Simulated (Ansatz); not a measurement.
Input:

Cd2SeS:
```yaml
crystal:
  lattice:
    - [4.24928, 0.00000, 0.00000]
    - [-2.12464, 3.67998, 0.00000]
    - [0.00000, 0.00000, 6.92893]
  atoms:
    - { symbol: Cd, position: [0.00000, 0.00000, 0.48934] }
    - { symbol: Cd, position: [0.33333, 0.66667, 0.01054] }
    - { symbol: Se, position: [0.33333, 0.66667, 0.62645] }
    - { symbol: S, position: [0.00000, 0.00000, 0.12167] }
```

This is the r²SCAN-relaxed structure. Tensor components refer to the Cartesian frame of this cell.

### Question
All from the program Ansatz at the r²SCAN level (PAW), unless another level is named. Give the band gap.

### Answer
1.22 eV (direct).

### Question
Give the hole effective mass, band 1 of 2 at the edge.

### Answer
1.4 along x, 2.0 along z (mₑ).

### Question
What about the weight of the conduction-edge state by species (Voronoi cells)?

### Answer
Cd 63 %, S 22 %, Se 15 %.

Space group P3m1. The workflow started from a Materials Project entry (that database holds measured and hypothetical structures alike); the Crystallography Open Database copy checked does not list it. Whether it is the stable phase at ambient conditions was not checked. The r²SCAN relaxation kept the symmetry of its start; its stability against distortions is not shown here. Spin–orbit coupling is left out wherever it is not named.

Potentials: the later of the program's two PAW sets.
